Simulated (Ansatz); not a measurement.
A plane-wave DFT run in Ansatz 0.2.0 (scalar-relativistic PAW potentials unless the input names others): input and command.

```yaml
crystal:
  lattice:
    - [4.091649936, 0.0, 0.0]
    - [0.0, 4.091649936, 0.0]
    - [0.0, 0.0, 4.091649936]
  atoms:
    - { symbol: K, position: [0.0, 0.0, 0.0] }
    - { symbol: Rh, position: [0.0, 0.5, 0.5] }
    - { symbol: Rh, position: [0.5, 0.0, 0.5] }
    - { symbol: Rh, position: [0.5, 0.5, 0.0] }
kpoints:
  mp_grid: { grid: [12, 12, 12] }
hamiltonian:
  xc: r2scan
scf:
  occupations: { method: gaussian, width: 0.1 }
output:
  forces: true
  eigenvalues: true
  stress: true
relax:
  adjacent_minimum: "off"
  f_tol: 0.01
  max_steps: 80
  cell: { stress_tol: 0.05 }
```

```bash
ansatz run input.yaml --threads 1 --pin off --max-ram 2560MiB --backend cpu --events-out ev --progress --plain --runs-dir out
```

Abridged log:
```
Pseudopotentials: kind: paw
Pseudopotential: K, paw, valence charge 9, recommended cutoff 500 eV (meta_gga)
Pseudopotential: Rh, paw, valence charge 17, recommended cutoff 500 eV (meta_gga)
Functional definition: r2SCAN
Crystal: 4 atoms, lattice volume = 68.501 Å³
Basis set: ecut = 500 eV, 1743 PW (Γ), exchange–correlation on 120×120×120 points (64 copies of the dense FFT grid, shifted against one another)
Bands: 36, of which v1, the nominal top of the filled ones, is band 30 counted from 1 (29 counted from 0)
Symmetry: 48 space group operations
Space group: Pm-3m (ITA 221), of the structure as read, at distance tolerance 4.1e-5 Å
k-points: 84 of 1728
Initial density: superposition of atomic densities (neutral atoms: chi_scale 0, normalization atom), corrected by the library's trained network
Initial wavefunctions: pseudopotential atomic-orbital guess
Functional: x = r2scan, c = r2scan; τ floored in thin density (d = 2e-4 eV/Å³)
SCF iter   1: F=—  HF=-20784.197684 eV  |F-HF|=—  |Δ(HF+E_count)|=         —  Δρ=1.57e-2  dr2=4.71e-2  dr2_τ=5.04e-2  ethr=1.77e-3  ⟨swp⟩=6.0  Hψ=11737  notcnv=0
SCF iter   2: F=—  HF=-20784.272455 eV  |F-HF|=—  |Δ(HF+E_count)|=   7.48e-2  Δρ=9.87e-3  dr2=2.12e-2  dr2_τ=1.23e-3  ethr=7.84e-5  ⟨swp⟩=2.0  Hψ=5251  notcnv=0  defer=89
SCF iter   3: F=—  HF=-20784.273454 eV  |F-HF|=—  |Δ(HF+E_count)|=   9.99e-4  Δρ=2.00e-3  dr2=1.68e-3  dr2_τ=3.41e-4  ethr=3.54e-5  ⟨swp⟩=2.0  Hψ=4042  notcnv=0  defer=89
SCF iter   4: F=—  HF=-20784.273472 eV  |F-HF|=—  |Δ(HF+E_count)|=   1.83e-5  Δρ=4.72e-4  dr2=1.12e-4  dr2_τ=3.17e-5  ethr=2.79e-6  ⟨swp⟩=2.1  Hψ=4228  notcnv=0  defer=89
SCF iter   5: F=—  HF=-20784.273541 eV  |F-HF|=—  |Δ(HF+E_count)|=   6.86e-5  Δρ=2.03e-4  dr2=3.06e-5  dr2_τ=2.07e-6  ethr=1.87e-7  ⟨swp⟩=2.2  Hψ=4346  notcnv=0  defer=89
SCF iter   6: F=—  HF=-20784.273561 eV  |F-HF|=—  |Δ(HF+E_count)|=   1.95e-5  Δρ=7.17e-5  dr2=2.68e-6  dr2_τ=1.20e-7  ethr=5.09e-8  ⟨swp⟩=2.0  Hψ=4341  notcnv=0  defer=89
SCF iter   7: F=—  HF=-20784.273562 eV  |F-HF|=—  |Δ(HF+E_count)|=   1.09e-6  Δρ=1.86e-5  dr2=1.40e-7  dr2_τ=8.12e-9  ethr=4.47e-9  ⟨swp⟩=2.0  Hψ=4299  notcnv=0  defer=89
SCF iter   8: F=-20784.273562 eV  HF=-20784.273562 eV  |F-HF|=2.20e-8  |Δ(HF+E_count)|=   2.30e-7  Δρ=5.38e-6  dr2=1.17e-8  dr2_τ=6.83e-10  ethr=1.67e-10  ⟨swp⟩=7.0  Hψ=10803  notcnv=0
SCF 1 converged in 8 iterations: F = -20784.273562 eV  dr2 = 1.17e-8
relax step   1: F+E_penalty+E_count = -20784.27356194 eV  Δ(F+E_penalty+E_count) = +0.000e0 eV  max|allowed force component| = 7.659e-29 eV/Å  Δτ_max = 0.0000 Å  P = -3.531 GPa  Ω = 68.501 Å³  (8 SCF iters, dr2 threshold 1.00e-7 eV, accepted)
Crystal: 4 atoms, lattice volume = 63.928 Å³
Basis set: ecut = 500 eV, 1647 PW (Γ), exchange–correlation on 120×120×120 points (64 copies of the dense FFT grid, shifted against one another)
Initial density: handed on by an earlier stage of this run
Initial wavefunctions: those handed on with the density
   ...
SCF iter   5: F=—  HF=-20784.298962 eV  |F-HF|=—  |Δ(HF+E_count)|=   2.36e-7  Δρ=1.46e-5  dr2=2.02e-7  dr2_τ=4.59e-9  ethr=2.22e-9  ⟨swp⟩=2.0  Hψ=3429  notcnv=0
SCF iter   6: F=-20784.298962 eV  HF=-20784.298962 eV  |F-HF|=4.22e-10  |Δ(HF+E_count)|=   4.08e-8  Δρ=1.38e-6  dr2=9.00e-10  dr2_τ=3.20e-10  ethr=3.34e-10  ⟨swp⟩=4.0  Hψ=9324  notcnv=0
SCF 4 converged in 6 iterations: F = -20784.298962 eV  dr2 = 9.00e-10
relax step   4: F+E_penalty+E_count = -20784.29896232 eV  Δ(F+E_penalty+E_count) = -1.840e-4 eV  max|allowed force component| = 2.187e-29 eV/Å  Δτ_max = 0.0000 Å  P = +0.020 GPa  Ω = 66.308 Å³  energy of the carried Pulay correction = +5.478e-4 eV  (6 SCF iters, dr2 threshold 2.00e-7 eV, accepted)
Initial wavefunctions: pseudopotential atomic-orbital guess (no wavefunctions were taken with the density)
SCF iter   1: F=—  HF=-20784.298456 eV  |F-HF|=—  |Δ(HF+E_count)|=         —  Δρ=6.78e-5  dr2=3.85e-7  dr2_τ=3.59e-6  ethr=1.43e-7  ⟨swp⟩=3.0  Hψ=18809  notcnv=0
SCF iter   2: F=—  HF=-20784.298455 eV  |F-HF|=—  |Δ(HF+E_count)|=   2.11e-7  Δρ=3.54e-5  dr2=1.02e-7  dr2_τ=9.07e-8  ethr=6.41e-10  ⟨swp⟩=2.2  Hψ=5296  notcnv=0
SCF iter   3: F=—  HF=-20784.298456 eV  |F-HF|=—  |Δ(HF+E_count)|=   1.45e-7  Δρ=4.77e-6  dr2=5.10e-9  dr2_τ=3.59e-9  ethr=1.70e-10  ⟨swp⟩=2.4  Hψ=4941  notcnv=0
SCF iter   4: F=—  HF=-20784.298456 eV  |F-HF|=—  |Δ(HF+E_count)|=   3.21e-9  Δρ=7.27e-7  dr2=2.11e-10  dr2_τ=5.20e-11  ethr=8.50e-12  ⟨swp⟩=2.7  Hψ=5372  notcnv=0
SCF iter   5: F=—  HF=-20784.298456 eV  |F-HF|=—  |Δ(HF+E_count)|=  3.35e-10  Δρ=2.87e-7  dr2=5.50e-11  dr2_τ=1.96e-12  ethr=1.00e-12  ⟨swp⟩=4.4  Hψ=10842  notcnv=0
SCF iter   6: F=-20784.298456 eV  HF=-20784.298456 eV  |F-HF|=3.64e-12  |Δ(HF+E_count)|=  8.73e-11  Δρ=1.81e-7  dr2=8.86e-12  dr2_τ=8.84e-13  ethr=1.00e-12  ⟨swp⟩=4.0  Hψ=9544  notcnv=0
SCF 5 converged in 6 iterations: F = -20784.298456 eV  dr2 = 8.86e-12
SCF converged after 6 iterations
Free energy (F): -20784.298456 eV
Harris-Foulkes:  -20784.298456 eV  (|F-HF|=3.64e-12)
Internal energy: -20784.266391 eV  (E = F + TS)
E sigma→0 (E₀):  -20784.282423 eV
Entropy (-TS):   -0.032064 eV (-8.016 meV/atom)
Fermi energy:    15.557993 eV
--- Forces (eV/Å), atoms counted from 1 ---
  atom   1  K      0.00000000     0.00000000     0.00000000
  atom   2  Rh     0.00000000     0.00000000     0.00000000
  atom   3  Rh     0.00000000     0.00000000     0.00000000
  atom   4  Rh     0.00000000     0.00000000     0.00000000
--- Stress (GPa, compression-positive) ---
        0.013152       0.000000       0.000000
        0.000000       0.013152       0.000000
        0.000000       0.000000       0.013152
  P = ⅓ Tr σ = 0.0132 GPa (0.132 kbar)
--- Relaxed structure (4 steps of the walk, 3 accepted, 1 SCFs on fresh bases) ---
  F+E_penalty+E_count = -20784.29845552 eV   max|allowed force component| = 2.235e-29 eV/Å   (the final SCF, on the basis selected at the relaxed cell)
  cell:  # Å, volume = 66.3077 Å³
    - [4.04751044, 0.0, 0.0]
    - [0.0, 4.04751044, 0.0]
    - [0.0, 0.0, 4.04751044]
  atoms:
    - { symbol: K, position: [0.0, 0.0, 0.0] }
    - { symbol: Rh, position: [0.0, 0.5, 0.5] }
    - { symbol: Rh, position: [0.5, 0.0, 0.5] }
    - { symbol: Rh, position: [0.5, 0.5, 0.0] }
```

Apart from outputs and empty bands, the input differs from a reference run on usual settings in hamiltonian.xc: "pbe" → "r2scan"; basis.ecutwfc: 420 → not typed. The reference, at the same start, ended its own course with a relaxed volume of 17.08 Å³/atom, pressure 0.00 GPa, largest force 0.000 eV/Å, no gap on the mesh. This run converged in 39 SCF iterations over all its steps (reference: 29) with a total energy on another zero, a relaxed volume of 16.58 Å³/atom, pressure 0.01 GPa, largest force 0.000 eV/Å, no gap on the mesh.

It took 89 s on 1 thread of Intel(R) Xeon(R) Platinum 8488C (Sapphire Rapids) (shared host), peak memory 0.63 GiB.